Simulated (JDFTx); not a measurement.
An input for a modified build of JDFTx (norbornadiene, C7H8 (SMILES C1=CC2C=CC1C2), charge 0, multiplicity 1; bohr, hartree):

```
lattice \
  17.0075351216 0.0000000000 0.0000000000 \
  0.0000000000 17.9523981839 0.0000000000 \
  0.0000000000 0.0000000000 15.1178089970
coords-type Cartesian
ion C -2.2936981141 -1.2384231352 -1.8936642754 0
ion C -2.2817953146 1.2637597798 -1.8931472872 0
ion C 0.0089836888 2.1013010744 -0.3692496570 0
ion C 2.2945921734 1.2453987980 -1.8902493912 0
ion C 2.2837649129 -1.2568588900 -1.8952574334 0
ion C -0.0077989519 -2.0994729004 -0.3759164890 0
ion C 0.0000986199 -0.0023402353 1.6405915057 0
ion H -3.5731433085 -2.5108012642 -2.8198358720 0
ion H -3.5483042269 2.5499279915 -2.8179113115 0
ion H 0.0165778975 4.0527288103 0.2671961191 0
ion H 3.5731433085 2.5212784521 -2.8126155854 0
ion H 3.5522163329 -2.5388950942 -2.8233761811 0
ion H -0.0155143438 -4.0527288103 0.2553848677 0
ion H 1.6860673680 -0.0119969868 2.8233761811 0
ion H -1.6865417964 0.0017947567 2.8225786167 0
ion-species pseudo/c_pbe_v1.2.upf
ion-species pseudo/h_pbe_v1.4.upf
elec-cutoff 20 100
elec-ex-corr gga-PBE
symmetries none
coulomb-interaction Isolated
coulomb-truncation-embed 0 0 0
elec-n-bands 18
electronic-minimize nIterations 150 energyDiffThreshold 1e-7
dump-name s0.$VAR
dump End State Ecomponents EigStats BandEigs Forces ElecDensity IonicPositions
```

Question: What happens when this is run, and what should be changed?

Answer: It stops during set-up with
```
Atom 8 lies within the margin of 5 bohrs from the truncation boundary.
Expand unit cell, or if absolutely sure, reduce coulomb-truncation-ion-margin.
Failed.
```
The box is too small for the truncated Coulomb interaction: enlarge the cell, or lower coulomb-truncation-ion-margin if the density is known to be confined.
